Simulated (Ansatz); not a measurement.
## AlN single point

The input, for Ansatz 0.2.0 (plane waves, PAW):

```yaml
crystal:
  lattice:
    - [3.10810795, 0.0, 0.0]
    - [-1.55405397, 2.69170143, 0.0]
    - [0.0, 0.0, 4.97697028]
  atoms:
    - { symbol: Al, position: [0.66667, 0.33333, 0.0] }
    - { symbol: Al, position: [0.33334, 0.66667, 0.5] }
    - { symbol: "N", position: [0.66667, 0.33333, 0.382] }
    - { symbol: "N", position: [0.33334, 0.66667, 0.882] }
  symmetry: { tolerance: 0.0003 }
kpoints:
  mp_grid: { grid: [9, 9, 5], shift: [0, 0, 0] }
  band_path:
    path:
      - [0.0, 0.0, 0.0]
      - [0.5, 0.0, 0.0]
      - [0.33333333, 0.33333333, 0.0]
      - [0.0, 0.0, 0.0]
      - [0.0, 0.0, 0.5]
      - [0.5, 0.0, 0.5]
      - [0.33333333, 0.33333333, 0.5]
      - [0.0, 0.0, 0.5]
      - [0.5, 0.0, 0.5]
      - [0.5, 0.0, 0.0]
      - [0.33333333, 0.33333333, 0.5]
    npoints: 6
magnetization:
  spin_polarized: false
scf:
  occupations: { method: fermi_dirac }
  lower_state_search: "off"
  max_iter: 200
hamiltonian:
  pseudopotentials: { kind: paw }
  xc: r2scan
basis:
  ecutwfc: 500
  fft_grid_basis: typed
output:
  forces: true
  stress: true
  eigenvalues: true
  bader: true
  populations: true
  elf: true
  write_potential: true
  volumetric_format: npy
  dos:
    e_range: [-12, 8]
    de: 0.05
    projected: { site_lists: { Al: [Al], "N": ["N"] } }
checkpoint:
  read: saved_state
```

The run starts from an earlier solution of this cell. 

Output (shortened):

```
Warning: the atoms were moved onto the symmetric positions of the space group found under crystal.symmetry.tolerance 3.0e-4 (fractional; no operation is sought that the atoms, as they stand in a round, miss by more than twice it, and no atom is moved by as much as it), and the run uses the moved positions.
Pseudopotentials: kind: paw
Pseudopotential: Al, paw, valence charge 3, recommended cutoff 500 eV (meta_gga), Al.paw.azcp
Pseudopotential: N, paw, valence charge 5, recommended cutoff 500 eV (meta_gga), N.paw.azcp
Functional definition: r2SCAN
  exchange = r2scan_x(k0 = k0, k1 = k1, a1 = a1)
  correlation = r2scan_c
Crystal: 4 atoms, lattice volume = 41.638 Å³
Basis set: ecut = 500 eV, 1087 PW (Γ), exchange–correlation on 96×96×160 points (64 copies of the dense FFT grid, shifted against one another)
Bands: 12, of which v1, the nominal top of the filled ones, is band 8 counted from 1 (7 counted from 0)
Symmetry: 12 space group operations
Space group: P63mc (ITA 186), of the structure as read, at distance tolerance 1.0e-3 Å
k-points: 36 of 405 (time reversal used)
Initial density: read from a saved state, or passed on in memory by an earlier SCF of this step, an earlier step, the calling program or the single point that the run made first
Functional: x = r2scan, c = r2scan; τ floored in thin density (d = 2e-4 eV/Å³)
SCF iter   1: F=-1856.9700 eV  Δρ=4.80e-4  dr2=2.50e-5  dr2_τ=4.68e-3
SCF iter   2: F=-1856.9703 eV  Δρ=2.00e-4  dr2=4.04e-6  dr2_τ=6.69e-6
SCF iter   3: F=-1856.9703 eV  Δρ=7.24e-5  dr2=6.24e-7  dr2_τ=7.49e-7
SCF iter   4: F=-1856.9703 eV  Δρ=3.18e-5  dr2=1.43e-7  dr2_τ=1.46e-7
SCF iter   5: F=-1856.9703 eV  Δρ=3.88e-6  dr2=1.52e-9  dr2_τ=1.76e-9
Free energy (F): -1856.9703 eV
Harris-Foulkes:  -1856.9703 eV  (|F-HF|=1.13e-8)
Internal energy: -1856.9703 eV  (E = F + TS)
E sigma→0 (E₀):  -1856.9703 eV
Fermi energy:    9.4609 eV
--- Per-component energies (eV) ---
  E_band       = 23.0684
  E_kinetic    = 321.3123
  E_local      = -448.8111  (includes V_loc(G=0)·N_el)
  E_nonlocal   = 108.5081
  E_hartree    = 157.3862
  E_xc         = -197.8081
  E_vxc        = -238.4682  (∫ρ·V_xc dr)
  E_paw        = -1204.9262  (= ΣΔE_a)
  E_vpaw       = -47.0478  (= ΣTr[D̂ρ^β])
  E_aug_tail   = 0.0000  (compensation charges beyond the density's cutoff)
  E_vtau       = 12.8029  (kinetic-family band-sum trace: ∫τ·v_τ [+ j·A + Jᵃ·Aᵃ] dr)
  E_ewald      = -592.4522
  E_core_change = -0.1793  (= ΣΔE_core)
  E_smearing   =  0.0000  (= −TS)
--- Forces (eV/Å), atoms counted from 1 ---
  atom   1  Al     0.0000     0.0000     0.0165
  atom   2  Al     0.0000     0.0000     0.0165
  atom   3  N      0.0000     0.0000    -0.0165
  atom   4  N      0.0000     0.0000    -0.0165
--- Stress (GPa, compression-positive) ---
       -0.1560       0.0000       0.0000
        0.0000      -0.1560       0.0000
        0.0000       0.0000      -0.0920
  P = ⅓ Tr σ = -0.1347 GPa (-1.347 kbar)
--- Löwdin populations: 4 sites ---
  site symbol       q [e]
     0     Al      1.8485
     1     Al      1.8485
     2      N      6.0810
     3      N      6.0810
  spilling = 0.0088 (of n_electrons = 16.0000)
```

Origin: a database entry at a rescaled volume.
